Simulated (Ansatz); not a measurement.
A scan (energy against volume; even scaling of the relaxed cell, symmetry kept) gave these values. Computed with PBEsol (plane waves to 420 eV, PAW, scalar-relativistic; Ansatz, a quantum-chemistry and plane-wave program).

- Bulk modulus B₀ (third-order Birch-Murnaghan fit): 186 GPa
- Pressure derivative B₀′ (fit): 4.4
- Equilibrium volume of the fit: 11.79 Å³/atom

**Question.** Of these crystals, all scanned alike, which one is it?
A) BAs (zinc blende)
B) CdSe (zinc blende)
C) SrTiO₃ (cubic perovskite)

**Answer.** C, SrTiO₃ (cubic perovskite). The others have, for the bulk modulus: CdSe 52.0 GPa, BAs 140 GPa

All were relaxed with their symmetry unable to fall. SrTiO3 is run without spin polarisation. The PAW data are Ansatz's earlier set.

(Under strain, the slope of the energy per volume gives the stress and its curvature an elastic modulus.)
